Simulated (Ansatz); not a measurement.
## How much do the gradients of MgMn₂Se₄O₁₂ depend on the method?

Cell: a computed structure from the Materials Project (it need not be an observed phase).

```
Mg Mn Se O
1.0
     5.44462    0.00000    0.00000
    -0.74990    6.85376    0.00000
    -0.44732   -0.22934    7.87559
Mg Mn Se O
1 2 4 12
Direct
  0.45543 0.27872 0.15243
  0.47080 0.51469 0.51784
  0.00182 0.99785 0.00388
  0.49417 0.17182 0.79986
  0.00612 0.68171 0.69660
  0.97715 0.33997 0.31804
  0.51491 0.80036 0.19801
  0.44062 0.54926 0.25827
  0.11763 0.14233 0.22394
  0.56960 0.40606 0.73459
  0.93335 0.90877 0.77129
  0.78718 0.77796 0.10079
  0.69157 0.22964 0.36059
  0.79030 0.66023 0.51700
  0.69615 0.18659 0.98172
  0.15795 0.33947 0.50731
  0.30877 0.81838 0.03112
  0.26871 0.74621 0.59385
  0.24276 0.21851 0.92035
```

Atom numbers follow the list; atoms alike are taken as one site, whose name carries the number of the first.

First run. Level of theory: DFT, PBE, plane waves and PAW, scalar-relativistic, collinear spin, 420 eV cutoff, Γ-centred 4×3×3 k-points, Fermi–Dirac smearing 0.02 eV (Ansatz 0.2.0). Start moments as typed (μB): 4 on each Mn, none on the rest.

```
site  atom  V_zz (10²¹ V/m²)     η  m (μB)
  Mg     1              1.87  0.40    0.00
 Mn2     2             -3.71  0.36    3.17
 Mn3     3             -4.17  0.29    3.22
 Se4     4             -31.7  0.11    0.01
 Se5     5             -31.0  0.21    0.01
 Se6     6             -30.8  0.29    0.01
 Se7     7             -32.6  0.34    0.01
  O9     9             12.66  0.50    0.00
 O11    11             12.91  0.61    0.01
 O13    13             13.38  0.26    0.02
 O15    15             13.80  0.30    0.04
 O16    16             13.21  0.46    0.00
 O17    17             13.54  0.18    0.05
 O18    18             13.80  0.21    0.06
```

Second run. The same atoms and settings, except that the functional is r2SCAN and the cutoff is 500 eV.

Q: What does the second run give?

A: 

```json
{"site": "Mg", "atom": "1", "V_zz": "1.80", "η": "0.39", "change of V_zz": "-0.07", "m (μB)": "0.00"}
{"site": "Mn2", "atom": "2", "V_zz": "-3.85", "η": "0.67", "change of V_zz": "-0.14", "m (μB)": "3.29"}
{"site": "Mn3", "atom": "3", "V_zz": "-4.99", "η": "0.47", "change of V_zz": "-0.82", "m (μB)": "3.35"}
{"site": "Se4", "atom": "4", "V_zz": "-33.8", "η": "0.12", "change of V_zz": "-2.06", "m (μB)": "0.01"}
{"site": "Se5", "atom": "5", "V_zz": "-33.3", "η": "0.21", "change of V_zz": "-2.30", "m (μB)": "0.01"}
{"site": "Se6", "atom": "6", "V_zz": "-33.0", "η": "0.31", "change of V_zz": "-2.17", "m (μB)": "0.01"}
{"site": "Se7", "atom": "7", "V_zz": "-34.8", "η": "0.34", "change of V_zz": "-2.16", "m (μB)": "0.01"}
{"site": "O9", "atom": "9", "V_zz": "13.47", "η": "0.50", "change of V_zz": "+0.81", "m (μB)": "-0.01"}
{"site": "O11", "atom": "11", "V_zz": "13.55", "η": "0.64", "change of V_zz": "+0.64", "m (μB)": "-0.01"}
{"site": "O13", "atom": "13", "V_zz": "14.26", "η": "0.26", "change of V_zz": "+0.88", "m (μB)": "0.01"}
{"site": "O15", "atom": "15", "V_zz": "14.62", "η": "0.27", "change of V_zz": "+0.82", "m (μB)": "0.04"}
{"site": "O16", "atom": "16", "V_zz": "14.04", "η": "0.48", "change of V_zz": "+0.83", "m (μB)": "-0.01"}
{"site": "O17", "atom": "17", "V_zz": "14.32", "η": "0.16", "change of V_zz": "+0.78", "m (μB)": "0.05"}
{"site": "O18", "atom": "18", "V_zz": "14.68", "η": "0.18", "change of V_zz": "+0.88", "m (μB)": "0.05"}
```

The largest change of V_zz is on Se5, from -31.0 to -33.3. In per cent, |V_zz| changes by -4 on Mg, +4 to +20 on Mn, +7 on Se, +5 to +7 on O (all sites that start above 0.5). Where |V_zz| stays above 0.1, η moves most on Mn2, from 0.36 to 0.67. The table leaves out 5 of the 19 sites, with |V_zz| up to 14.61; their tensors move by 0.86 at most along any direction. The statements above cover all sites. The absolute magnetisation of the cell goes from 8.3 to 8.5 μB.

The program didn't check the stability of this electronic state in full, so a lower one may lie near. All moments are parallel here, as the start or the cell imposes; many such compounds order antiparallel, where fields and spin densities carried over to other atoms largely cancel. The magnetic order is the one that the run reached from its start moments, not necessarily the measured one.
For the first run: The largest force is 0.5 eV/Å, so the atoms aren't at the calculated equilibrium and relaxing them would move these values.
For the second run: At this cell the r2SCAN pressure is -6 GPa, so with r2SCAN the cell would shrink if it were relaxed. The entry's cell may itself be off. The largest force is 1.1 eV/Å, so the atoms aren't at the calculated equilibrium and relaxing them would move these values.
